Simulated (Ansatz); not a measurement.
This run works on a generated trial structure, not on a known crystal.

Input and command of a plane-wave DFT calculation in Ansatz:

```yaml
crystal:
  lattice:
    - [3.8370897245, 0.0, 0.0]
    - [0.0, 3.8370897245, 0.0]
    - [0.0, 0.0, 6.9617837593]
  atoms:
    - { symbol: Zn, position: [0.5, 0.0, 0.6936038221] }
    - { symbol: Zn, position: [0.0, 0.5, 0.3063961779] }
    - { symbol: Zn, position: [0.5, 0.0, 0.3063961779] }
    - { symbol: Zn, position: [0.0, 0.5, 0.6936038221] }
    - { symbol: Sn, position: [0.0, 0.0, 0.0] }
    - { symbol: "N", position: [0.5, 0.5, 0.5] }
basis:
  ecutwfc: 420
kpoints:
  mp_grid: { grid: [10, 10, 6] }
hamiltonian:
  xc: pbe
scf:
  occupations: { method: gaussian, width: 0.1 }
output:
  forces: true
  stress: true
  eigenvalues: true
  write_density: true
  write_potential: true
  elf: true
  volumetric_format: npy
relax:
  adjacent_minimum: "off"
  f_tol: 0.01
  max_steps: 80
  cell: { stress_tol: 0.05 }
```

```bash
ansatz run input.yaml --threads 1 --pin off --max-ram 2560MiB --backend cpu --events-out ev --progress --plain --runs-dir out
```

Processor: Intel(R) Xeon(R) Processor @ 2.70GHz, 1 thread, on a host shared with other jobs.

How long does it run, and how much memory does it take?

About 6 min, peak memory 0.6 GiB. It solves 41 bands at 84 k points (after reduction by symmetry) with about 2027 plane waves (on the last cell), in 86 SCF iterations over 14 ionic steps.
